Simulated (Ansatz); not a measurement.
Starting cell, AlRu (CsCl type):

```
CELL_PARAMETERS angstrom
      6.00740     0.00000     0.00000
      3.00370     3.00370     0.00000
      0.00000     0.00000     3.00370
ATOMIC_POSITIONS crystal
  Al 0.00000 0.00000 0.00000
  Al 0.50000 0.00000 0.00000
  Ru 0.00000 0.50000 0.50000
  Ru 0.50000 0.50000 0.50000
```

The atoms are displaced by Q × the pattern below (from a DFPT mode at M = (0.5, 0.5, 0.0), largest move 1; Q in Å), at fixed cell. (q is in reciprocal vectors of the primitive cell; the cell shown is doubled to hold the pattern.)

```csv
atom,x,y,z
Ru3,0.000,0.000,1.000
Ru4,0.000,0.000,-1.000
```

Atoms not listed stay in place.

Method: PBE (plane waves to 420 eV, PAW, scalar-relativistic; Ansatz, a first-principles code). k mesh 15×15×15 (Γ-centred), Fermi-Dirac smearing 0.05 eV. E stands for the smeared free energy. With partly filled bands, energies and forces of such displacements shift with the k mesh and the smearing. AlRu is run without spin polarisation. AlRu was relaxed with its symmetry unable to fall. The zero of ΔE is the undisplaced structure. The last digit holds for this mesh only.

```json
[
 {"Q (Å)": "-0.2800", "ΔE (meV/cell)": "807.8"},
 {"Q (Å)": "-0.2333", "ΔE (meV/cell)": "589.4"},
 {"Q (Å)": "-0.1867", "ΔE (meV/cell)": "withheld"},
 {"Q (Å)": "-0.1400", "ΔE (meV/cell)": "237.3"},
 {"Q (Å)": "-0.0933", "ΔE (meV/cell)": "109.3"},
 {"Q (Å)": "-0.0467", "ΔE (meV/cell)": "27.9"},
 {"Q (Å)": "0.0000", "ΔE (meV/cell)": "0.0"},
 {"Q (Å)": "0.0467", "ΔE (meV/cell)": "27.9"},
 {"Q (Å)": "0.0933", "ΔE (meV/cell)": "109.3"},
 {"Q (Å)": "0.1400", "ΔE (meV/cell)": "237.3"},
 {"Q (Å)": "0.1867", "ΔE (meV/cell)": "withheld"},
 {"Q (Å)": "0.2333", "ΔE (meV/cell)": "589.4"},
 {"Q (Å)": "0.2800", "ΔE (meV/cell)": "807.8"}
]
```

Question: Fit an even polynomial form (powers 2, 4, 6) to the given rows and predict ΔE at Q = -0.1867.

Answer: Least squares on the 11 given rows: ΔE = (13050)·Q² + (-53980)·Q⁴ + (240900)·Q⁶, in meV/cell with Q in Å; root-mean-square residual 0.33 meV/cell. At -0.1867 the fit gives 399.5 meV/cell; the calculation gives 399.3 meV/cell, so the interpolation is off by 0.2 (+0.1 %). The quadratic term alone would give 454.9 meV/cell.

(For displaced atoms, the force is minus the slope of the energy, and its curvature is a force constant, which sets phonon frequencies.)
